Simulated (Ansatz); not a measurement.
A geometry of ZnCu2SnSe4 away from equilibrium: the start of the relaxation of a relaxed ZnCu2SnSe4 cell squeezed uniformly to 88 % of its volume. All values below come from r2SCAN (plane waves to 500 eV, PAW, scalar-relativistic; Ansatz, a quantum-chemistry and plane-wave program). Γ-centred k-mesh 6×6×6 on the run's cell (coarser than for final values), Fermi–Dirac smearing 0.05 eV.

```xyz
8
Lattice="-2.7311 2.7311 5.4524 2.7311 -2.7311 5.4524 2.7311 2.7311 -5.4524" Properties=species:S:1:pos:R:3 pbc="T T T"
Cu     0.0000     0.0000     0.0000
Cu     0.0000     2.7311     2.7262
Zn     2.7311     0.0000     2.7262
Sn     0.0000     0.0000     5.4524
Se     1.4151     1.4575     4.0356
Se     1.3161     1.2737    -1.4168
Se     1.4575    -1.4151     6.8692
Se     1.2737     4.1462     1.4168
```

**Question.** Predict the force on each atom, in eV/Å.

**Answer.** 
| atom | Fx | Fy | Fz |
|---|---|---|---|
| Cu1 | 0.00 | 0.00 | 0.00 |
| Cu2 | 0.00 | 0.00 | 0.00 |
| Zn3 | 0.00 | 0.00 | 0.00 |
| Sn4 | 0.00 | 0.00 | 0.00 |
| Se5 | 0.19 | 0.20 | -0.16 |
| Se6 | -0.19 | -0.20 | -0.16 |
| Se7 | 0.20 | -0.19 | 0.16 |
| Se8 | -0.20 | 0.19 | 0.16 |

**Question.** What is the pressure?

**Answer.** +11.3 GPa, compression positive.

No spin polarisation in the result.

The run could not lose the symmetry of its start.
